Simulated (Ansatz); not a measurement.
TePt:
```cif
data_PtTe
_chemical_formula_sum 'Pt1 Te1'
_space_group_name_H-M_alt 'P 1'
_space_group_IT_number 1
_cell_length_a 3.39200
_cell_length_b 3.39200
_cell_length_c 3.39200
_cell_angle_alpha 90.000
_cell_angle_beta 90.000
_cell_angle_gamma 90.000
loop_
_space_group_symop_operation_xyz
  'x, y, z'
loop_
_atom_site_label
_atom_site_type_symbol
_atom_site_fract_x
_atom_site_fract_y
_atom_site_fract_z
_atom_site_occupancy
Pt1 Pt 0.00000 0.00000 0.00000 1
Te1 Te 0.50000 0.50000 0.50000 1
```

This is the PBEsol-relaxed structure.

### Question
All from the program Ansatz at the PBEsol level (PAW), unless another level is named. Estimate the highest zone-centre frequency.

### Answer
42 cm⁻¹.

### Question
Give the bulk modulus (Birch–Murnaghan fit).

### Answer
147 GPa.

Space group Pm-3m (CsCl type). The start of the workflow was typed in or built on a structure type; neither database checked (COD, Materials Project) lists it. COD files the formula under space group No. 166, 194. Its standing as an ambient phase is unchecked. Symmetry was held in the PBEsol relaxation; its stability against distortions is not shown here. No spin polarisation was allowed. As this level gives no gap, phonon frequencies hold no LO–TO term and depend on the k-mesh and smearing (Fermi–Dirac, 0.1 eV here). Spin–orbit coupling is left out wherever it is not named.

Potentials: the later of the program's two PAW sets.
